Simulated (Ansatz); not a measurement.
Here is the system:

Starting cell, InSb (zinc blende):

```
InSb
1.0
    0.00000     6.51915     6.51915
    3.25957     0.00000     3.25957
    3.25957     3.25957     0.00000
Sb In
2 2
Direct
  0.37500   0.75000   0.75000
  0.87500   0.75000   0.75000
  0.00000   0.00000   0.00000
  0.50000   0.00000   0.00000
```

Scan: atom 3 (In, nearest neighbour Sb at 2.823 Å; its periodic images, 4.6 Å or more away, move with it) is displaced along Cartesian [110], direction (0.707, 0.707, 0.000) in Cartesian axes, by s. The other atoms stay.

Level of theory: PBEsol (plane waves to 420 eV, PAW, scalar-relativistic; Ansatz, a program for electronic structure). k mesh 5×10×10 (Γ-centred), Fermi-Dirac smearing 0.05 eV. Energies are smeared free energies. With partly filled bands, energies and forces of such displacements shift with the k mesh and the smearing. At this level the bands of InSb touch or barely overlap; measurements give the solid a gap. InSb was relaxed with its symmetry unable to fall. Spin-orbit coupling is left out, though Sb is heavy. The zero of ΔE is the undisplaced structure.

The scan covers s from -0.850 to 0.850 Å in 11 points.

Task: Is the energy the same for equal positive and negative displacements?

Result: Even: the same for both signs. With its periodic images moving along, the atom's site symmetry in this cell is 3m.

Task: What is the energy change at s = 0.850 Å?

Result: 2792 meV/cell.

Task: What force acts on the atom along the line at s = -0.850 Å?

Result: 7.72 eV/Å.

Task: What is the force constant k = d²E/ds² of this move at s = 0?

Result: 6.39 eV/Å².

(A displaced cell: forces are minus the slopes of the energy, force constants its curvatures, and phonons follow from these.)
